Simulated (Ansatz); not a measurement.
Frozen normal mode in Ta$_{2}$O$_{5}$

These are results of Ansatz, DFT PBEsol, scalar-relativistic, plane waves, PAW, not measurements. Settings: plane waves to 420 eV, k-mesh 10×10×6 (Γ-centred), Gaussian smearing 0.03 eV. Spin–orbit coupling is left out, which matters for the heavy elements here. No spin polarisation. Energies are free energies at this smearing, counted from the undisturbed cell; pressure is positive in compression.

The starting cell (relaxed at this level; it needn't be the usual structure):

```
CELL_PARAMETERS angstrom
3.66999 0.00000 0.00000
0.00000 3.85909 0.00000
0.00000 0.00000 6.43348
ATOMIC_POSITIONS crystal
Ta 0.50000 0.00000 0.50000
Ta 0.00000 0.00000 0.00000
O 0.50000 0.50000 0.50000
O 0.00000 0.00000 0.67925
O 0.00000 0.50000 0.00000
O 0.50000 0.00000 0.00000
O 0.00000 0.00000 0.32075
```

A zone-centre mode of this cell is frozen in: each atom moves by x times its row below, so x is the largest displacement.
```
atom ux uy uz
 Ta1  0.000  -0.110  0.000
 Ta2  0.000  -0.098  0.000
  O3  0.000   1.000  0.000
  O4  0.000   0.814  0.000
  O5  0.000   0.068  0.000
  O6  0.000  -0.342  0.000
  O7  0.000   0.814  0.000
```

| x (Å) | ΔE (meV/cell) | force along the mode (eV/Å) | gap on the mesh (eV) |
| --- | --- | --- | --- |
| -0.1200 | 56.4 | 1.40 | 0.51 |
| -0.0600 | 8.7 | 0.35 | 0.42 |
| 0.0000 | 0.0 | 0.00 | 0.32 |
| 0.0150 | 0.4 | -0.06 | 0.33 |
| 0.0300 | 1.8 | -0.13 | 0.34 |
| 0.0450 | 4.4 | -0.22 | 0.38 |
| 0.0750 | 15.2 | -0.53 | 0.46 |
| 0.0900 | 24.7 | -0.76 | 0.48 |
| 0.1050 | 38.2 | -1.05 | 0.49 |

By symmetry 0.1200 repeats -0.1200, -0.0900 repeats 0.0900, 0.0600 repeats -0.0600, -0.0300 repeats 0.0300 in energy, with the opposite slope along the path.